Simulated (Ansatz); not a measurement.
With DFT-PBE in the program Ansatz with PAW potentials, BAs in the hexagonal phase (P6_222; B on 3d, As on 3c) relaxes to a = 3.459 Å, c = 7.482 Å. Against the elements it lies at 0.42 eV/atom, with no fitted shifts.

It is gapped at this level: 0.48 eV (indirect). The valence maximum lies at Γ and the conduction minimum at M (3 equivalent valleys). Gap from PBE with spin–orbit coupling: 0.47 eV (the band order may be inverted). Electrons at the band edge weigh 0.21, 0.33, 0.35 mₑ (principal values). The hole mass is 0.18, 0.45, 0.45 mₑ (principal values).

The bulk modulus is 136 GPa.

The start of the workflow was typed in or built on a structure type; neither database checked (COD, Materials Project) lists it. It is not the phase usual at ambient conditions (space group No. 216). The cell was relaxed with PBE under the symmetry of its start; its stability against distortions is not shown here. Its formation energy is positive at this level, so the cell may be metastable or incomplete. The references are the lowest solids computed at this level, not always the standard phases. Spin–orbit coupling is left out wherever it is not named.

Potentials: the earlier of the program's two PAW sets.
